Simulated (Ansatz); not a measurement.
Heated and quenched cell Ti24O48

Theory: DFT, PBEsol, PAW, plane waves in Ansatz 0.2.0.

Command (of this form; memory limits and the device number are left out):

```sh
ansatz run in.yaml --threads 8 --pin off --runs-dir r --events-out ev --progress --plain --backend cuda
```

The input less its lattice and atoms:

```yaml
accuracy: low
kpoints:
  mp_grid: { grid: [1, 1, 1] }
hamiltonian:
  xc: pbesol
scf:
  occupations: { method: fermi_dirac, width: 0.1 }
md:
  ensemble: nvt_langevin
  timestep: 2.5
  n_steps: 600
  temperature: 4000
  temperature_schedule: [{ n_steps: 240, end_temperature: 4000 }, { n_steps: 360, end_temperature: 300 }]
  friction: 0.02
  initial_velocities: maxwell_boltzmann
  seed: 1
```

Start:

```xyz
72
Lattice="9.5961 0.0000 0.0000 0.0000 9.5961 0.0000 0.0000 0.0000 9.2134" Properties=species:S:1:pos:R:3 pbc="T T T"
Ti    0.1216    9.5152    9.0773
Ti    9.4019    0.1615    3.0633
Ti    9.5166    0.3652    5.9964
Ti    9.4067    5.0970    0.0698
Ti    9.5457    4.7175    2.9959
Ti    0.1160    4.6832    6.1439
Ti    5.0359    9.4064    9.0435
Ti    4.8703    0.0601    3.1656
Ti    5.0552    0.0276    6.2332
Ti    4.9660    4.9249    0.1841
Ti    5.1227    4.8434    3.3083
Ti    4.8409    4.8518    6.3861
Ti    2.3742    2.7653    1.5604
Ti    2.6402    2.5366    4.3717
Ti    2.5161    2.3487    7.5937
Ti    2.4216    7.2094    1.3647
Ti    2.5959    7.5228    4.6005
Ti    2.6498    7.3126    7.3605
Ti    7.1754    2.6104    1.5425
Ti    7.3854    2.4224    4.7326
Ti    7.2149    2.3818    7.5256
Ti    7.0669    7.0760    1.3556
Ti    7.4694    7.3890    4.7682
Ti    7.1693    7.1451    7.7862
O     1.3053    1.2609    0.0216
O     1.4335    1.8699    3.0404
O     1.2523    1.2914    6.1863
O     1.4668    6.1009    9.1840
O     1.4157    6.3374    3.0994
O     1.6913    6.0082    6.2417
O     6.1486    1.5899    0.4502
O     6.0396    1.3297    3.0951
O     6.3292    1.6356    6.2399
O     6.1936    6.3526    8.8510
O     6.3806    6.2371    3.0960
O     5.9913    6.5903    5.9736
O     3.5379    3.1361    0.1314
O     3.3229    3.3196    3.1485
O     3.4185    3.4517    6.0729
O     3.1988    8.0539    9.1800
O     3.2208    7.9163    3.2349
O     3.7210    7.8217    6.0454
O     7.9782    3.2030    9.1795
O     8.1199    3.6877    2.9823
O     8.0303    3.2833    6.1458
O     7.8811    8.1350    0.3679
O     8.1633    8.0597    3.1602
O     8.2429    8.0594    6.0045
O     0.9827    3.9719    1.4100
O     1.0247    3.8293    4.6908
O     0.9734    3.7292    7.5372
O     1.1134    8.7400    1.6566
O     0.8255    8.7604    4.4351
O     0.9794    8.9068    7.8602
O     5.6997    4.0019    1.6444
O     5.5959    3.8152    4.7354
O     5.7483    3.7252    7.5680
O     5.6984    8.9494    1.3696
O     5.8200    8.8080    4.5034
O     5.7489    8.6798    7.6959
O     3.8496    1.1793    1.6730
O     3.9153    0.8876    4.6608
O     3.8968    0.9022    7.5927
O     4.0405    5.9638    1.4762
O     4.0357    5.5851    4.9369
O     3.7995    5.7167    7.6001
O     8.4630    1.0922    1.3591
O     8.5686    0.9080    4.7106
O     8.6298    0.9961    7.4251
O     8.6145    5.7294    1.4572
O     8.7592    5.8770    4.3809
O     8.4290    5.4262    7.7174
```

Some of the steps:

```
step  free energy without the kinetic part, less step 99 (eV)  temperature (K)  largest force component (eV/Å)
  99                                                    0.000             3723                            7.07
 199                                                    1.269             3848                            5.77
 299                                                   10.230             3318                            8.50
 399                                                    1.166             2658                            7.86
 499                                                  -15.401             1931                            4.49
 599                                                  -26.444              468                            3.41
```

End:

```
Ti O
1.0
     9.59605    0.00000    0.00000
     0.00000    9.59605    0.00000
     0.00000    0.00000    9.21336
Ti O
24 48
Direct
  0.06769 0.09025 0.96486
  0.91508 0.01178 0.31187
  0.20931 0.02019 0.63993
  0.89634 0.47116 0.97581
  0.16017 0.58970 0.09230
  0.97424 0.56116 0.64350
  0.38367 0.10953 0.93694
  0.62309 0.02553 0.35031
  0.52779 0.03429 0.64021
  0.57954 0.61991 0.90289
  0.40201 0.54421 0.40187
  0.52697 0.36169 0.60968
  0.33910 0.34438 0.17259
  0.14747 0.29420 0.45639
  0.27598 0.37900 0.80905
  0.39298 0.86381 0.10099
  0.16947 0.77173 0.39646
  0.03161 0.80296 0.86183
  0.65314 0.33616 0.15816
  0.81775 0.29209 0.41698
  0.76934 0.22929 0.81663
  0.82674 0.77119 0.16343
  0.66233 0.70821 0.50756
  0.73754 0.86179 0.83105
  0.19664 0.22597 0.92398
  0.98043 0.19861 0.42110
  0.21017 0.21365 0.62280
  0.18619 0.71355 0.93517
  0.24780 0.50898 0.26288
  0.07450 0.65444 0.49963
  0.76846 0.26038 0.01922
  0.65278 0.21543 0.31660
  0.67178 0.04948 0.78121
  0.71997 0.75596 0.99383
  0.69694 0.72122 0.31344
  0.63701 0.72903 0.73095
  0.29531 0.46714 0.99187
  0.24536 0.24372 0.30377
  0.49273 0.15219 0.49362
  0.25711 0.00939 0.04298
  0.48433 0.95057 0.23211
  0.34862 0.70763 0.45590
  0.85418 0.41902 0.78956
  0.80176 0.41398 0.26810
  0.70785 0.28135 0.60263
  0.93045 0.90816 0.00104
  0.98199 0.82987 0.29161
  0.89236 0.84628 0.73124
  0.06292 0.41210 0.05118
  0.97617 0.41291 0.51995
  0.15146 0.47201 0.72806
  0.22995 0.77151 0.19168
  0.15846 0.94160 0.47171
  0.11392 0.96324 0.79699
  0.48929 0.44433 0.24511
  0.58437 0.52342 0.50787
  0.68955 0.50178 0.00779
  0.75937 0.96390 0.20889
  0.58879 0.89707 0.50942
  0.49825 0.96241 0.94983
  0.47102 0.23144 0.08181
  0.36892 0.94627 0.68128
  0.45273 0.21726 0.75951
  0.46757 0.69392 0.02665
  0.34541 0.41795 0.53241
  0.47887 0.48729 0.77251
  0.00057 0.10496 0.15635
  0.78039 0.04665 0.46573
  0.93964 0.15736 0.83679
  0.95777 0.62944 0.13558
  0.81745 0.63477 0.56149
  0.95389 0.62572 0.85801
```

The run ended as planned.

Time: 6.9 min of wall time on one NVIDIA GB300 with 8 processor threads, on a host shared with other runs; peak host memory 2 GiB.
